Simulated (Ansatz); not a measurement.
The guess for ScIn3SbP was made by a generator: random cell by space group and Wyckoff sites (P4/mmm, No. 123). Its size is a rough estimate.

```cif
data_structure
_symmetry_space_group_name_H-M 'P 1'
_symmetry_Int_Tables_number 1
_cell_length_a 4.2410
_cell_length_b 4.2410
_cell_length_c 7.7611
_cell_angle_alpha 90.000
_cell_angle_beta 90.000
_cell_angle_gamma 90.000
_cell_volume 139.59
loop_
_atom_site_label
_atom_site_type_symbol
_atom_site_fract_x
_atom_site_fract_y
_atom_site_fract_z
_atom_site_occupancy
Sc1 Sc 0.50000 0.50000 0.50000 1
In1 In 0.00000 0.00000 0.22815 1
In2 In 0.00000 0.00000 0.77185 1
In3 In 0.50000 0.50000 0.00000 1
Sb1 Sb 0.00000 0.00000 0.50000 1
P1 P 0.00000 0.00000 0.00000 1
```

These are results of DFT PBE, scalar-relativistic, plane waves, PAW in Ansatz 0.2.0, not measurements. Cutoff 420 eV, Gaussian smearing, Γ-centred meshes. Cell and atoms relax first on a coarse mesh and then on a finer one. In between, the cell is made exact in the group found at 0.06 Å. In metals the finer mesh still leaves noise of several meV/atom or more. The steps can't lower the symmetry of their start. No spin polarisation in the relaxation; trial moments died out in a coarse test.

A guess keeps its type if space group and coordination stay and the shape of the cell changes little (axis ratios within about 15 %, angles within 6°); the volume may change.

Q: Does it keep its structure type, or change into something else?

A: It doesn't keep its type. The symmetry stays P4/mmm (No. 123). The volume per atom grows by 28.1 %, from 23.3 to 29.8 Å³. The shortest distance goes from 1.77 Å (In–P) to 2.70 Å (In–P). The ratio c/a of the conventional cell changes by a factor of 1.58. Counting neighbours within 15 % of an atom's shortest distance, the start has In 1/4, P 2, Sb 2, Sc 4 and the end In 2/4, P 6, Sb 6, Sc 4. In detail, at the end around Sc lie 4 Sb at 2.79 Å; around In on a site of symmetry 4mm lie 1 P at 2.70 Å and 1 Sb at 3.02 Å; around Sb lie 4 Sc at 2.79 Å and 2 In at 3.02 Å; P has 6 In at 2.70–2.79 Å; 1 more site not described.

```
CELL_PARAMETERS angstrom
3.95187 0.00000 0.00000
0.00000 3.95187 0.00000
0.00000 0.00000 11.44891
ATOMIC_POSITIONS crystal
Sc 0.50000 0.50000 0.50000
In 0.00000 0.00000 0.23624
In 0.00000 0.00000 0.76376
In 0.50000 0.50000 0.00000
Sb 0.00000 0.00000 0.50000
P 0.00000 0.00000 0.00000
```

The last run used a 10×10×4 mesh (in the run's order of axes) for its 6-atom cell and Gaussian smearing of 0.10 eV. These runs have no spin–orbit coupling, which can matter for Sb. A structure relaxed within its symmetry needn't be a true minimum.

In counts of neighbours, a slash parts the counts of unlike sites.
